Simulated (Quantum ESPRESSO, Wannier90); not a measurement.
Wannierisation of TiAl (P4/mmm)

```
CELL_PARAMETERS angstrom
      2.81075     0.00000     0.00000
      0.00000     2.81075     0.00000
      0.00000     0.00000     4.06642
ATOMIC_POSITIONS crystal
  Ti 0.50000 0.50000 0.50000
  Al 0.00000 0.00000 0.00000
```

Cell from Materials Project (mp-1953), symmetrised, no further relaxation. COD (Crystallography Open Database) has an entry of this formula and space group (matched by these alone). Computed values, not measurements, from PBEsol: Quantum ESPRESSO (norm-conserving PseudoDojo potentials, cutoff 68 Ry, no spin polarisation, no spin-orbit coupling) on a Γ-centred 12×12×8 mesh, then Wannier90. Density: 14×14×10 mesh, cold smearing 0.01 Ry.

Valence charges of the files: Ti 12, Al 3. 26 bands were computed.

Isolated groups of bands, relative to the Fermi level (bands from 5 on overlap up to the last one computed):

| bands | from (eV) | to (eV) | filling | weight on atomic waves |
|---|---|---|---|---|
| 1 | -56.37 | -56.25 | filled | Ti 3s 95 % |
| 2–4 | -32.93 | -32.38 | filled | Ti 3p 99 % |

Wanted is a model with the orbitals Ti s p d, Al s p, without the filled groups that are mainly made of other shells (semicore states, and anion s where it isn't named); all higher bands stay in for disentanglement.

### Question
Give num_wann, exclude_bands and num_bands, and the number of electrons that the model holds.

### Answer
Electrons: 1×12 + 1×3 = 15, or 7.5 bands' worth; no gap over 0.05 eV opens at the Fermi level at this level of theory.
num_wann = 1×9 + 1×4 = 13.
exclude_bands = 1-4, 4 bands, so num_bands = 26 − 4 = 22.
The model holds 15 − 2×4 = 7 electrons. With the window frozen to 1.50 eV it follows pw.x to 1.3 meV rms (states up to 1.0 eV relative to the Fermi level).
